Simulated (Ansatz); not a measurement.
Relaxed-ion elastic tensor of Pb (fcc (Cu type), Fm-3m) in GPa (Voigt order), DFT-PBEsol in the program Ansatz with PAW potentials; density 11.45 g/cm³, 30.04 Å³ per atom.

|  | 1 | 2 | 3 | 4 | 5 | 6 |
|---|---|---|---|---|---|---|
| 1 | 54.8 | 43.4 | 43.4 | 0.0 | 0.0 | 0.0 |
| 2 | 43.4 | 54.8 | 43.4 | 0.0 | 0.0 | 0.0 |
| 3 | 43.4 | 43.4 | 54.8 | 0.0 | 0.0 | 0.0 |
| 4 | 0.0 | 0.0 | 0.0 | 18.7 | 0.0 | 0.0 |
| 5 | 0.0 | 0.0 | 0.0 | 0.0 | 18.7 | 0.0 |
| 6 | 0.0 | 0.0 | 0.0 | 0.0 | 0.0 | 18.7 |

Task: Is the crystal mechanically stable?

Result: Yes: the smallest eigenvalue of C is 11.3 GPa.

Task: Work out the Voigt, Reuss and Hill averages.

Result: K_V = 47.2, K_R = 47.2, K_H = 47.2; G_V = 13.5, G_R = 9.8, G_H = 11.6 GPa.

Task: Give Young's modulus, Poisson's ratio, Pugh's ratio and the universal anisotropy index.

Result: E = 9KG/(3K + G) = 32.2 GPa; ν = 0.39; K/G = 4.06 (ductile by the Pugh limit of 1.75); A_U = 5G_V/G_R + K_V/K_R − 6 = 1.93.

Task: Estimate the sound speeds and the Debye temperature.

Result: v_l = √((K + 4G/3)/ρ) = 2340 m/s, v_t = √(G/ρ) = 1010 m/s, mean 1140 m/s; Θ = (h/k)(3n/4πV)^(1/3) v_m = 109 K.

Task: Give the Zener ratio and Young's modulus along [100], [110] and [111].

Result: A = 2C44/(C11 − C12) = 3.30; 1/E = S11 − 2(S11 − S12 − S44/2)Γ with Γ = 0, 1/4, 1/3 gives 16.4, 32.9, 49.6 GPa.

The PBEsol relaxation kept the symmetry of its start. As this level gives no gap, shear constants depend on the k-mesh and smearing (Fermi–Dirac, 0.1 eV here). Spin–orbit coupling is left out wherever it is not named.

Potentials: the later of the program's two PAW sets.
